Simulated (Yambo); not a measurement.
ZrNBr (space group Pmmn, No. 59), G0W0@LDA (Yambo, plasmon pole, terminator in G, 4×4×1 mesh): gap Γ → Γ in eV by bands and screening block.

```csv
bands (W and G),2 Ry,3 Ry,4 Ry,6 Ry,7 Ry
49,…,3.04,3.07,3.09,3.11
75,2.98,2.86,2.91,2.94,2.98
109,2.91,2.78,…,2.86,2.89
151,2.89,2.74,2.78,…,2.87
194,2.87,2.72,2.76,2.80,2.84
```

Estimate the withheld gaps from their neighbours; the computed values follow.


- 49, 2 Ry: 3.15
- 109, 4 Ry: 2.82
- 151, 6 Ry: 2.83

The largest settings aren't shown to be the converged limit.

Spin-orbit coupling is not included.

Geometry of the Materials Project entry, not relaxed at this level; primitive cell a = 3.620 Å, b = 4.119 Å, c = 9.022 Å, α = β = γ = 90.00°.

The distance between layers or molecules is the database entry's, not relaxed here. Functionals without dispersion can leave it too large, which widens gaps and weakens the response across layers: the numbers belong to this cell.
